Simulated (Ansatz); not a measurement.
Theory: DFT PBE, scalar-relativistic, plane waves, PAW in Ansatz. All cells share a 420 eV cutoff and Γ-centred k meshes spaced about 0.3 Å⁻¹ or finer (0.25 for metals, 2π included). No spin polarisation.

Temperature and zero-point effects are left out.

Compare these two cells of Ba₅HfO₂, each relaxed at this level.

A.

```yaml
crystal:
  lattice:
    - [4.08385, 2.35781, 6.21605]
    - [-4.08385, 2.35781, 6.21605]
    - [0.00000, -4.71563, 6.21605]
  atoms:
    - { symbol: Ba, position: [0.50000, 0.50000, 0.00000] }
    - { symbol: Ba, position: [0.00000, 0.50000, 0.50000] }
    - { symbol: Ba, position: [0.50000, 0.00000, 0.50000] }
    - { symbol: Ba, position: [0.87477, 0.87477, 0.87477] }
    - { symbol: Ba, position: [0.12524, 0.12524, 0.12524] }
    - { symbol: Hf, position: [0.50000, 0.50000, 0.50000] }
    - { symbol: O, position: [0.60639, 0.60639, 0.60639] }
    - { symbol: O, position: [0.39361, 0.39361, 0.39361] }
```

B.

```yaml
crystal:
  lattice:
    - [3.91889, 0.00000, 0.00000]
    - [-1.95945, 3.39386, 0.00000]
    - [0.00000, 0.00000, 19.99386]
  atoms:
    - { symbol: Ba, position: [0.00000, 0.00000, 0.50000] }
    - { symbol: Ba, position: [0.66667, 0.33333, 0.34382] }
    - { symbol: Ba, position: [0.33333, 0.66667, 0.65617] }
    - { symbol: Ba, position: [0.33333, 0.66667, 0.13623] }
    - { symbol: Ba, position: [0.66667, 0.33333, 0.86377] }
    - { symbol: Hf, position: [0.00000, 0.00000, 0.00000] }
    - { symbol: O, position: [0.66667, 0.33333, 0.58612] }
    - { symbol: O, position: [0.33333, 0.66667, 0.41388] }
```

Question: Which is lower in energy, and by how much?

Answer: A is lower, by 152 meV/atom. A has space group R-3m (No. 166), 44.9 Å³/atom and no gap on its mesh; B has space group P-3m1 (No. 164), 33.2 Å³/atom and no gap. Counting Ba or Hf atoms around O (for each partner element, those within 1.25 times its shortest distance or 1.15 times the sum of covalent radii, where it is the nearest in units of that sum or under 1.3), A has O 4 and B has O 6. The lower one is the more open, so pressure narrows the difference. In A, Ba on a site of symmetry 2/m has 2 O at 2.61 Å, 2 Hf at 3.90 Å, 4 Ba at 4.08 Å and 6 Ba at 4.54–4.70 Å; Hf is surrounded by 2 O at 1.98 Å, 6 Ba at 3.90 Å and 6 Ba at 4.78 Å; O is surrounded by 1 Hf at 1.98 Å, 3 Ba at 2.61 Å, 1 O at 3.97 Å and 4 Ba at 4.87–5.00 Å; 1 more site not described. In B, Ba on a site of symmetry -3m is surrounded by 6 O at 2.84 Å and 12 Ba at 3.86–3.92 Å; Hf is surrounded by 6 Ba at 3.54 Å and 6 Hf at 3.92 Å; O has 3 Ba at 2.66 Å and 3 Ba at 2.84 Å; 2 more sites not described. Both come from trial cells of a structure search, whose lowest cell (C2, 42.0 Å³/atom) lies 24 meV/atom below the lower of the two.

These runs have no spin–orbit coupling, which can matter for Hf. A magnetic state wasn't ruled out in cells without spin, among them R-3m, P-3m1. With atoms moved at random, A (by 24 meV/atom) fell into a lower structure. B had no clear such test and can be a saddle point. Some structure types and database cells were kept out of the candidates from the start, so a known form may be missing.
